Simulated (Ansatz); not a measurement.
HfSi (CsCl type, space group No. 221), the program Ansatz at the PBEsol level (PAW), all energies at zero smearing, with the estimated change up to a 700 eV cutoff added, with one set of potentials and settings (totals compare only within such a set). Cell of 2 atoms (1 Hf, 1 Si): -16220.943 eV.

```
element                reference phase  E (eV/atom)
-------  -----------------------------  -----------
Hf       P6_3/mmc, 2 atoms in the cell  -15598.8041
Si          Fd-3m, 2 atoms in the cell    -621.4938
```

Formation energy per atom, worked out: (-16220.943 − 1×(-15598.8041) − 1×(-621.4938))/2 = -0.322 eV/atom (-31 kJ per mol of atoms), at 0 K, without zero-point energy or fitted corrections.

Space group Pm-3m (CsCl type). A made-up cell: these elements were put on the sites of a structure type; neither database checked (COD, Materials Project) lists it. COD files the formula under space group No. 62. Its standing as an ambient phase is unchecked. The cell was relaxed with PBEsol under the symmetry of its start. At this level the phase is mechanically unstable. No spin polarisation was allowed. The references are the lowest solids computed at this level, not always the standard phases. Scalar-relativistic: spin–orbit coupling is off unless named, which matters more the heavier the elements.

Potentials: the earlier of the program's two PAW sets. The files were generated under PBE; for other functionals the program regenerates the frozen cores, and for LDA and PBEsol the local potential too.
